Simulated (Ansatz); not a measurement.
This cell of CrI₃ (BiI3 type, space group R-3) is off equilibrium:

```xyz
8
Lattice="3.3862 1.9550 6.4490 -3.3862 1.9550 6.4490 0.0000 -3.9101 6.4490" Properties=species:S:1:pos:R:3 pbc="T T T"
Cr     0.0000     0.0000     6.4599
Cr     0.0000     0.0000    12.8871
I     -2.2204    -0.0837     8.0050
I      1.1827    -1.8810     8.0050
I      1.0377     1.9648     8.0050
I      2.2204     0.0837    11.3420
I     -1.1827     1.8810    11.3420
I     -1.0377    -1.9648    11.3420
```

Calculation: PBE-D3(BJ) (plane waves to 420 eV, PAW, scalar-relativistic; Ansatz, an electronic-structure program). k mesh 6×6×6 (Γ-centred), Fermi-Dirac smearing 0.05 eV. The energy includes the smearing's −TS. Stress and pressure are positive under compression. CrI3 was relaxed with its symmetry unable to fall. Relaxed CrI3 ends ferromagnetic. Spin-orbit coupling is left out, though I is heavy. Other magnetic orders were not checked, so this need not be the ground state.

Q: What is the stress tensor (GPa)?

A: 
```
    0.5      0.0      0.0
    0.0      0.5      0.0
    0.0      0.0      0.3
```
The pressure, a third of the trace, is 0.4 GPa.

Q: It is the relaxed cell scaled evenly to V/V₀ = 0.980, atoms relaxed where free. What is its energy relative to the relaxed cell?

A: 0.8 meV/atom.

(A scan under strain: stresses follow from slopes of the energy per volume, elastic moduli from its curvatures.)
